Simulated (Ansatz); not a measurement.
Here is the system:

ReB$_{2}$:
```
ReB2
1.0
    2.90236     0.00000     0.00000
   -1.45118     2.51352     0.00000
    0.00000     0.00000     7.46247
Re B
2 4
Direct
  0.66667   0.33333   0.75000
  0.33333   0.66667   0.25000
  0.66667   0.33333   0.45201
  0.33333   0.66667   0.54799
  0.33333   0.66667   0.95201
  0.66667   0.33333   0.04799
```

This is the r²SCAN-relaxed structure.

Task: All from r²SCAN (plane waves, PAW; program Ansatz), unless another level is named. Predict the electronic character.

Result: metallic (no gap).

Task: And the formation energy from the elements (no fitted shifts)?

Result: -0.46 eV/atom.

Task: Predict the density of states at the Fermi level.

Result: 0.20 states/eV per atom (mean over ±0.08 eV).

Space group P6_3/mmc. The workflow started from a Materials Project entry (that database holds measured and hypothetical structures alike); the Crystallography Open Database files this formula in space group No. 194, but the cells were not matched. Whether it is the stable phase at ambient conditions was not checked. The r²SCAN relaxation kept the symmetry of its start; whether a distortion lowers the energy is not shown. The run is not spin-polarised. The references are the lowest solids computed at this level, not always the standard phases. Spin–orbit coupling is left out wherever it is not named.

Potentials: the later of the program's two PAW sets.
